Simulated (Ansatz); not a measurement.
Property card for TaS$_{2}$

TaS2:
```cif
data_S8Ta4
_chemical_formula_sum 'Ta4 S8'
_space_group_name_H-M_alt 'P63/mmc'
_space_group_IT_number 194
_space_group_name_Hall '-P 6c 2c'
_cell_length_a 3.28270
_cell_length_b 3.28270
_cell_length_c 22.79578
_cell_angle_alpha 90.000
_cell_angle_beta 90.000
_cell_angle_gamma 120.000
loop_
_atom_site_label
_atom_site_type_symbol
_atom_site_symmetry_multiplicity
_atom_site_Wyckoff_symbol
_atom_site_fract_x
_atom_site_fract_y
_atom_site_fract_z
_atom_site_occupancy
Ta1 Ta 2 a 0.00000 0.00000 0.00000 1
S1 S 4 f 0.33333 0.66667 0.06752 1
Ta2 Ta 2 b 0.00000 0.00000 0.25000 1
S2 S 4 f 0.66667 0.33333 0.18228 1
```

Space group P6_3/mmc (No. 194); conventional cell a = 3.283 Å, b = 3.283 Å, c = 22.796 Å, α = 90.00°, β = 90.00°, γ = 120.00°.

Method: DFT-LDA in the program Ansatz with PAW potentials. Geometry: relaxed at this level of theory. Other levels are named where they apply.

Cell and energy:

```yaml
volume_per_atom: 17.73 Å³
density: 7.65 g/cm³
Formation energy from the elements (no fitted shifts): -1.16 eV/atom
```

Electronic structure:

```yaml
electronic_character: metallic (no gap)
Density of states at the Fermi level: 0.50 states/eV per atom (mean over ±0.08 eV)
```

Mechanics:

```yaml
Bulk modulus (Birch–Murnaghan fit): 47.6 GPa
Pressure derivative B′: 11.0
```

The start of the workflow was typed in or built on a structure type; the Crystallography Open Database files this formula in space group No. 194, but the cells were not matched. It is not the phase usual at ambient conditions (space group No. 164). Symmetry was held in the LDA relaxation; whether a distortion lowers the energy is not shown. The run is not spin-polarised. A crystal of weakly bound layers computed without a dispersion correction: the cell and the soft elastic constants depend strongly on that. The references are the lowest solids computed at this level, not always the standard phases. Scalar-relativistic: spin–orbit coupling is off unless named, which matters more the heavier the elements.

Potentials: the earlier of the program's two PAW sets.
